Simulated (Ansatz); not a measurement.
NbAu$_{2}$:
```cif
data_Au2Nb
_chemical_formula_sum 'Au2 Nb1'
_space_group_name_H-M_alt 'P 1'
_space_group_IT_number 1
_cell_length_a 4.66432
_cell_length_b 4.66432
_cell_length_c 2.73882
_cell_angle_alpha 90.000
_cell_angle_beta 90.000
_cell_angle_gamma 120.000
loop_
_space_group_symop_operation_xyz
  'x, y, z'
loop_
_atom_site_label
_atom_site_type_symbol
_atom_site_fract_x
_atom_site_fract_y
_atom_site_fract_z
_atom_site_occupancy
Au1 Au 0.33333 0.66667 0.50000 1
Au2 Au 0.66667 0.33333 0.50000 1
Nb1 Nb 0.00000 0.00000 0.00000 1
```

Relaxed with r²SCAN.

Tabulate the valence density and the electron localisation function along the shortest Au–Au contact (2.69 Å), the program Ansatz at the r²SCAN level (PAW).



| distance from Au (Å) | density (e/Å³) | ELF |
|---|---|---|
| 0.27 | 12.07 | 0.70 |
| 0.40 | 9.38 | 0.63 |
| 0.54 | 6.67 | 0.58 |
| 0.67 | 4.24 | 0.52 |
| 0.81 | 2.26 | 0.44 |
| 0.94 | 1.05 | 0.35 |
| 1.08 | 0.63 | 0.27 |
| 1.21 | 0.46 | 0.25 |
| 1.35 | 0.41 | 0.25 |
| 1.48 | 0.46 | 0.25 |
| 1.62 | 0.63 | 0.27 |
| 1.75 | 1.05 | 0.35 |
| 1.89 | 2.26 | 0.44 |
| 2.02 | 4.24 | 0.52 |
| 2.15 | 6.67 | 0.58 |
| 2.29 | 9.38 | 0.63 |
| 2.42 | 12.07 | 0.70 |

The density is the valence pseudo-density with augmentation charge, so density and ELF within about 1 Å of a nucleus are not all-electron values.

Space group P6/mmm. The workflow started from an entry of the Crystallography Open Database (COD). Whether it is the stable phase at ambient conditions was not checked. The r²SCAN relaxation kept the symmetry of its start; whether a distortion lowers the energy is not shown. The run is not spin-polarised. Spin–orbit coupling is left out wherever it is not named.

Potentials: the later of the program's two PAW sets.
